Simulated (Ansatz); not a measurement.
Relaxed-ion elastic tensor of Y (hcp (Mg type), P6_3/mmc) in GPa (Voigt order), the program Ansatz at the PBEsol level (PAW); density 4.72 g/cm³, 31.30 Å³ per atom.

```
77.3  25.3  23.6   0.0   0.0   0.0
25.3  77.3  23.6   0.0   0.0   0.0
23.6  23.6  83.9   0.0   0.0   0.0
 0.0   0.0   0.0  26.3   0.0   0.0
 0.0   0.0   0.0   0.0  26.3   0.0
 0.0   0.0   0.0   0.0   0.0  26.0
```

Task: Is the crystal mechanically stable?

Result: Yes: the smallest eigenvalue of C is 26.0 GPa.

Task: Work out the Voigt, Reuss and Hill averages.

Result: K_V = 42.6, K_R = 42.6, K_H = 42.6; G_V = 26.8, G_R = 26.7, G_H = 26.7 GPa.

Task: Give Young's modulus, Poisson's ratio, Pugh's ratio and the universal anisotropy index.

Result: E = 9KG/(3K + G) = 66.3 GPa; ν = 0.24; K/G = 1.59 (brittle by the Pugh limit of 1.75); A_U = 5G_V/G_R + K_V/K_R − 6 = 0.01.

Task: Estimate the sound speeds and the Debye temperature.

Result: v_l = √((K + 4G/3)/ρ) = 4070 m/s, v_t = √(G/ρ) = 2380 m/s, mean 2640 m/s; Θ = (h/k)(3n/4πV)^(1/3) v_m = 249 K.

Task: Solve the Christoffel equation for the three sound speeds along x, y, z.

Result: Eigenvalues of C_ijkl n_j n_l equal ρv². In km/s, slowest first: x 2.35, 2.36, 4.05; y 2.35, 2.36, 4.05; z 2.36, 2.36, 4.22.

Task: How much does each axis shrink under pressure?

Result: Linear compressibilities β_i = Σ_j S_ij (j = 1 to 3): x 8.0, y 8.0, z 7.4 per TPa.

Symmetry was held in the PBEsol relaxation. The workflow began spin-polarised and lost its moments. As this level gives no gap, shear constants depend on the k-mesh and smearing (Fermi–Dirac, 0.1 eV here). On the denser mesh and wider smearing of the elastic run this cell carries a stress of 0.4 GPa.

Potentials: the earlier of the program's two PAW sets. The files were generated under PBE; for other functionals the program regenerates the frozen cores, and for LDA and PBEsol the local potential too.
